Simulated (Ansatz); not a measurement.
BN:
```yaml
crystal:
  lattice:
    - [2.59694, 0.00000, 0.00000]
    - [-1.29847, 2.24902, 0.00000]
    - [0.00000, 0.00000, 5.82378]
  atoms:
    - { symbol: B, position: [0.50000, 0.00000, 0.50000] }
    - { symbol: B, position: [0.00000, 0.50000, 0.16667] }
    - { symbol: B, position: [0.50000, 0.50000, 0.83333] }
    - { symbol: N, position: [0.50000, 0.00000, 0.00000] }
    - { symbol: N, position: [0.00000, 0.50000, 0.66667] }
    - { symbol: N, position: [0.50000, 0.50000, 0.33333] }
```

Relaxed with r²SCAN+D4. Special points in fractions of this cell's reciprocal vectors: Γ (0.000, 0.000, 0.000); M (0.500, 0.000, 0.000); K (0.333, 0.333, 0.000); A (0.000, 0.000, 0.500); L (0.500, 0.000, 0.500); H (0.333, 0.333, 0.500).

### Question
List the band energies nearest the valence-band maximum at these points for the program Ansatz at the r²SCAN+D4 level (PAW).

### Answer
In eV from the valence-band maximum; about four levels below and three above (degenerate sets whole), none deeper than 8.9 eV; points with the same levels are listed once.

```tsv
k	below	above
Γ	-1.00 -1.00 -0.71 0.00	7.48 7.48 8.68 8.68
M	-3.68 -3.65 -3.29 -2.63	4.26 4.80 7.02
K	-6.84 -6.84 -4.38 -2.80 -2.80	6.94 6.94 7.86
A	-0.93 -0.88 -0.88 -0.73	6.60 8.29 9.11 9.11
L	-4.29 -3.73 -2.72 -2.48	5.53 6.09 7.48
H	-5.65 -5.65 -4.11 -2.51	7.01 9.17 9.17
```

Space group P6_222. The start of the workflow was typed in or built on a structure type; neither database checked (COD, Materials Project) lists it. It is not the phase usual at ambient conditions (space group No. 186, 194, 216). Symmetry was held in the r²SCAN+D4 relaxation; its stability against distortions is not shown here.

Potentials: the later of the program's two PAW sets.
